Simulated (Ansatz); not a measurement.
**Cd: clamped-ion strain scan**

The calculation used DFT LDA, scalar-relativistic, plane waves, PAW in Ansatz 0.2.0. The runs took a 420 eV cutoff, a Γ-centred 18×18×18 mesh and Gaussian smearing (0.15 eV). No spin polarisation. Energies are free energies at this smearing, counted from the undisturbed cell; pressure is positive in compression.

The undisturbed cell (as given, not relaxed at this level; it stands at -5.0 GPa; this bcc form isn't the usual structure):

```
Cd
1.0
    -1.78432    1.78432    1.78432
     1.78432   -1.78432    1.78432
     1.78432    1.78432   -1.78432
Cd
1
Direct
  0.00000 0.00000 0.00000
```

The cell is strained by ε times the Voigt pattern (0, 0, 0, 0, 0, 1) (xx, yy, zz, yz, xz, xy; engineering shear) with fractional coordinates fixed. The cell is metallic on the mesh throughout.

ε, ΔE (meV/atom) and a bar:
```
  -0.1500       -9.7 #
  -0.0750       -5.8 #############
   0.0000        0.0 ##############################
   0.0375       -1.5 #########################
   0.1125       -9.5 ##
   0.1312      -10.1
```

By symmetry 0.1500 repeats -0.1500, -0.1125 repeats 0.1125, 0.0750 repeats -0.0750, -0.0375 repeats 0.0375 in energy, with the opposite slope along the path. All sampled points lie below the start, which is a maximum along this line.